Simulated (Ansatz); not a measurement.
BeS:
```cif
data_BeS
_chemical_formula_sum 'S1 Be1'
_space_group_name_H-M_alt 'P 1'
_space_group_IT_number 1
_cell_length_a 3.27333
_cell_length_b 3.27333
_cell_length_c 3.27333
_cell_angle_alpha 60.000
_cell_angle_beta 60.000
_cell_angle_gamma 60.000
loop_
_space_group_symop_operation_xyz
  'x, y, z'
loop_
_atom_site_label
_atom_site_type_symbol
_atom_site_fract_x
_atom_site_fract_y
_atom_site_fract_z
_atom_site_occupancy
S1 S 0.00000 0.00000 0.00000 1
Be1 Be 0.50000 0.50000 0.50000 1
```

This is the PBE-relaxed structure.

Question: All from PBE (plane waves, PAW; program Ansatz), unless another level is named. Estimate the hole effective mass.

Answer: 0.19, 0.92, 1.2 mₑ (principal values).

Question: Next, the electron effective mass?

Answer: 0.29, 0.29, 0.97 mₑ (principal values).

Question: Next, the conduction-band minimum?

Answer: at X (3 equivalent valleys).

Space group Fm-3m (rock salt). The start of the workflow was typed in or built on a structure type; neither database checked (COD, Materials Project) lists it. COD files the formula under space group No. 216, so this cell is another polymorph or a model. Its standing as an ambient phase is unchecked. The PBE relaxation kept the symmetry of its start; its stability against distortions is not shown here.

Potentials: the earlier of the program's two PAW sets.

Edges and masses are those of Kohn–Sham bands, whose gap is no quasiparticle gap.
